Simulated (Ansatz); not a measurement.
LuCo3B2:
```xyz
6
Lattice="4.9711 0.0000 0.0000 -2.4855 4.3051 0.0000 0.0000 0.0000 2.9253" Properties=species:S:1:pos:R:3 pbc="T T T"
Lu     0.0000     0.0000     0.0000
B      0.0000     2.8700     0.0000
B      2.4855     1.4350     0.0000
Co     2.4855     0.0000     1.4626
Co     1.2428     2.1525     1.4626
Co    -1.2428     2.1525     1.4626
```
The run is spin-polarised; directions of the spins, atom by atom: 0 0 0 ↑ ↑ ↑.

Relaxed with r²SCAN.

### Question
Give the Bader charges and basin volumes of the independent atoms, the program Ansatz at the r²SCAN level (PAW).

### Answer


| atom | Bader charge (e) | Bader volume (Å³) |
|---|---|---|
| Lu1 | +1.60 | 12.7 |
| B2 | -0.46 | 8.2 |
| Co4 | -0.23 | 11.2 |

Space group P6/mmm. The workflow started from an entry of the Crystallography Open Database (COD). Its standing as an ambient phase is unchecked. The r²SCAN relaxation kept the symmetry of its start, as lowered by the spin order; whether a distortion lowers the energy is not shown. The final state is ferrimagnetic, the only order run, not a proven ground state. The program gave a warning on the electronic state, which may not be the lowest. Scalar-relativistic: spin–orbit coupling is off unless named, which matters more the heavier the elements.

Potentials: the later of the program's two PAW sets.
